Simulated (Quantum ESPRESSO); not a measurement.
# Band energies of SrTiO3

```
SrTiO3
1.0
   -2.76117     2.76117     3.92263
    2.76117    -2.76117     3.92263
    2.76117     2.76117    -3.92263
O Ti Sr
6 2 2
Direct
  0.77096   0.27096   0.04192
  0.22904   0.72904   0.95808
  0.27096   0.22904   0.50000
  0.72904   0.77096   0.50000
  0.75000   0.75000   0.00000
  0.25000   0.25000   0.00000
  0.00000   0.00000   0.00000
  0.50000   0.50000   0.00000
  0.75000   0.25000   0.50000
  0.25000   0.75000   0.50000
```

PBEsol (pw.x of Quantum ESPRESSO, ONCV potentials, scalar-relativistic); path ΓXYSΓZS1NPY1Z,XP; energies in eV from the valence-band maximum.

| k (1/Å) | point | band 36 | band 37 | band 38 | band 39 | band 40 | band 41 | band 42 | band 43 |
|---|---|---|---|---|---|---|---|---|---|
| 0.00 | Γ | -0.31 | -0.31 | -0.11 | 0.00 | 0.00 | 1.93 | 1.93 | 1.94 |
| 0.20 |  | -0.41 | -0.41 | -0.23 | -0.18 | 0.00 | 1.95 | 2.27 | 2.29 |
| 0.60 |  | -1.20 | -1.13 | -0.65 | -0.65 | -0.04 | 2.05 | 3.57 | 3.58 |
| 0.80 | X | -1.51 | -1.42 | -0.69 | -0.68 | -0.05 | 2.07 | 3.78 | 3.79 |
| 0.80 | Y | -1.34 | -1.28 | -1.26 | -0.58 | -0.57 | 3.01 | 3.06 | 3.78 |
| 1.09 | S | -1.43 | -1.37 | -1.17 | -0.91 | -0.26 | 2.65 | 3.54 | 3.60 |
| 1.26 |  | -1.23 | -1.00 | -0.95 | -0.72 | -0.50 | 3.19 | 3.20 | 3.32 |
| 1.43 |  | -0.92 | -0.74 | -0.71 | -0.64 | -0.36 | 2.77 | 2.91 | 3.18 |
| 1.77 |  | -0.45 | -0.40 | -0.18 | -0.10 | -0.03 | 2.05 | 2.09 | 2.19 |
| 1.94 | Γ | -0.31 | -0.31 | -0.11 | 0.00 | 0.00 | 1.93 | 1.93 | 1.94 |
| 2.14 |  | -0.40 | -0.40 | -0.16 | -0.16 | -0.10 | 1.96 | 2.26 | 2.26 |
| 2.54 |  | -1.17 | -1.17 | -0.61 | -0.61 | -0.07 | 2.08 | 3.55 | 3.55 |
| 2.74 | Z | -1.48 | -1.48 | -0.64 | -0.64 | -0.07 | 2.10 | 3.73 | 3.73 |
| 2.74 | S1 | -1.43 | -1.37 | -1.17 | -0.91 | -0.26 | 2.65 | 3.54 | 3.60 |
| 2.91 |  | -1.27 | -1.14 | -0.95 | -0.89 | -0.39 | 2.94 | 3.40 | 3.49 |
| 3.23 | N | -0.95 | -0.77 | -0.77 | -0.58 | -0.58 | 3.39 | 3.39 | 3.44 |
| 3.52 |  | -1.22 | -1.08 | -1.08 | -0.60 | -0.60 | 3.14 | 3.14 | 3.65 |
| 3.80 | P | -1.41 | -1.28 | -1.28 | -0.60 | -0.60 | 3.03 | 3.03 | 3.80 |
| 4.08 |  | -1.41 | -1.39 | -1.18 | -0.95 | -0.26 | 2.61 | 3.58 | 3.63 |
| 4.23 |  | -1.41 | -1.36 | -1.05 | -0.90 | -0.34 | 2.72 | 3.37 | 3.77 |
| 4.37 | Y1 | -1.34 | -1.28 | -1.26 | -0.58 | -0.57 | 3.01 | 3.06 | 3.78 |
| 4.50 |  | -1.47 | -1.12 | -1.02 | -0.99 | -0.28 | 2.62 | 3.42 | 3.75 |
| 4.77 | Z | -1.48 | -1.48 | -0.64 | -0.64 | -0.07 | 2.10 | 3.73 | 3.73 |
| 4.77 | X | -1.51 | -1.42 | -0.69 | -0.68 | -0.05 | 2.07 | 3.78 | 3.79 |
| 4.91 |  | -1.51 | -1.40 | -0.85 | -0.78 | -0.10 | 2.22 | 3.73 | 3.79 |
| 5.17 | P | -1.41 | -1.28 | -1.28 | -0.60 | -0.60 | 3.03 | 3.03 | 3.80 |

The PBEsol gap is 1.93 eV and nearly direct: the edges lie at 25 % of the way from Γ to X and Γ, the smallest direct gap within 0.02 eV of it. Another valence extremum on the path lies within 0.02 eV, too close to call.

Geometry of the Materials Project entry, not relaxed at this level.

This is not the ordinary phase of the substance.
